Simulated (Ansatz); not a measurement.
Consider a crystal of Li₂ScAgC₆N₆ in space group Fm-3m (No. 225), with Li on 8c; Sc on 4a; Ag on 4b; C on 24e; N on 24e. A trial structure of Li₂ScAgC₆N₆ was built thus: cyanide-bridged rock-salt net of two metals, 2 guest cations a cell.

All numbers below come from DFT PBE, scalar-relativistic, plane waves, PAW (Ansatz). Cutoff 420 eV, Γ-centred mesh, Gaussian smearing, no spin polarisation.

Formation energies are uncorrected and refer to the elements' standard structures at the same level (N₂ as a molecule).

Problem. Predict the relaxed structure.

Solution.

Space group Fm-3m (No. 225). a = 11.843 Å, b = 11.843 Å, c = 11.843 Å, α = 90.00°, β = 90.00°, γ = 90.00°
```json
{"atom": "Li", "site": "8c", "symmetry": "-43m", "x": "0.2500", "y": "0.7500", "z": "0.7500"}
{"atom": "Sc", "site": "4a", "symmetry": "m-3m", "x": "0.0000", "y": "0.0000", "z": "0.0000"}
{"atom": "Ag", "site": "4b", "symmetry": "m-3m", "x": "0.5000", "y": "0.0000", "z": "0.0000"}
{"atom": "C", "site": "24e", "symmetry": "4m.m", "x": "0.1939", "y": "0.0000", "z": "0.0000"}
{"atom": "N", "site": "24e", "symmetry": "4m.m", "x": "0.2928", "y": "0.0000", "z": "0.0000"}
```

Li is surrounded by 12 N at 4.22 Å and 12 C at 4.24 Å (long against covalent radii, as for large ions); Sc is surrounded by 6 C at 2.30 Å; Ag has 6 N at 2.45 Å; C is surrounded by 1 N at 1.17 Å, 1 Sc at 2.30 Å, 4 C at 3.25 Å, 1 Ag at 3.62 Å, 4 N at 4.16 Å, 4 Li at 4.24 Å and 4 N at 4.38 Å; around N lie 1 C at 1.17 Å, 1 Ag at 2.45 Å, 1 Sc at 3.47 Å, 4 N at 3.47 Å, 4 C at 4.16 Å, 4 Li at 4.22 Å and 4 C at 4.38 Å. Another local minimum with the same sites may exist.

Problem. And its energy and gap?

Solution. The energy over the elements is +0.321 eV/atom and the gap on the 4×4×4 mesh of the 16-atom cell is 1.48 eV. It can't be a ground state, since the elements alone are lower.

The last run used Gaussian smearing of 0.02 eV. Kohn–Sham gaps at this level usually fall short of measured ones. The reference form of C is held partly by dispersion forces, which this level lacks. Symmetry constrained the relaxation, so the result can be a saddle point.
